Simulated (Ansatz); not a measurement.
BN:
```xyz
8
Lattice="2.5586 0.0000 0.0000 -1.2793 2.2158 0.0000 0.0000 0.0000 8.4093" Properties=species:S:1:pos:R:3 pbc="T T T"
B      0.0000     0.0000     8.4075
B      0.0000     0.0000     4.2028
B      1.2793     0.7386     6.3109
B      0.0000     1.4772     2.1063
N      0.0000     0.0000     6.8381
N      0.0000     0.0000     2.6334
N      1.2793     0.7386     4.7280
N      0.0000     1.4772     0.5233
```

Tensor components refer to the Cartesian frame of this cell.

**Question.** Give the high-frequency dielectric tensor and the Born effective charge tensors of the independent atoms from DFPT, PBE (plane waves, PAW; program Ansatz).

**Answer.** 
ε∞:
```
4.60  0.00  0.00
0.00  4.60  0.00
0.00  0.00  4.70
```
Z* of atom 1 (B), rows: field, columns: displacement, in e:
```
1.89  0.00  0.00
0.00  1.89  0.00
0.00  0.00  1.97
```
Z* of atom 3 (B), rows: field, columns: displacement, in e:
```
1.88  0.00  0.00
0.00  1.88  0.00
0.00  0.00  1.88
```
Z* of atom 5 (N), rows: field, columns: displacement, in e:
```
-1.88   0.00   0.00
 0.00  -1.88   0.00
 0.00   0.00  -1.94
```
Z* of atom 7 (N), rows: field, columns: displacement, in e:
```
-1.88   0.00   0.00
 0.00  -1.88   0.00
 0.00   0.00  -1.92
```

Static charges for comparison (Bader): B1 +2.16, B3 +2.16, N5 -2.17, N7 -2.16 e. Born charges measure polarisation by displacement and can exceed these by far.

Space group P6_3mc. The cell is a constructed one: a structure type filled with these elements. Its sites differ from those of the usual phase in this space group: another stacking or structure type. The PBE relaxation kept the symmetry of its start; phonons on a q-mesh show no instability.

Potentials: the later of the program's two PAW sets.
